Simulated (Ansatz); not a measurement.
Values for one crystal, relaxed and computed with LDA in the plane-wave PAW code Ansatz; other levels are named.

```yaml
volume_per_atom: 11.84 Å³
band_gap: 1.18 eV (direct)
zone_centre_stability: no imaginary mode at Γ
Electronic dielectric constant ε∞ (DFPT): 4.43 (xx = yy), 4.76 (zz)
mechanical_stability: stable (all eigenvalues of C positive)
Formation energy from the elements (no fitted shifts): -1.79 eV/atom
Static dielectric constant ε0 (ions relaxed, cell fixed): 13.0 (xx = yy), 10.1 (zz)
```

**Question.** Which compound is it?
A. MgO, rock salt
B. LiTaO3, P4mm (Ta on 1b, Li on 1a, O on 1b, O on 2c)
C. SnO2, rutile
D. La2O3, La2O3 or Ni2Al3 type

**Answer.** C, SnO2, rutile

Space group P4_2/mnm (rutile). The LDA relaxation kept the symmetry of its start. The references are the lowest solids computed at this level, not always the standard phases (solids in place of the gases). Spin–orbit coupling is left out wherever it is not named.

Potentials: the earlier of the program's two PAW sets. The files were generated under PBE; for other functionals the program regenerates the frozen cores, and for LDA and PBEsol the local potential too.
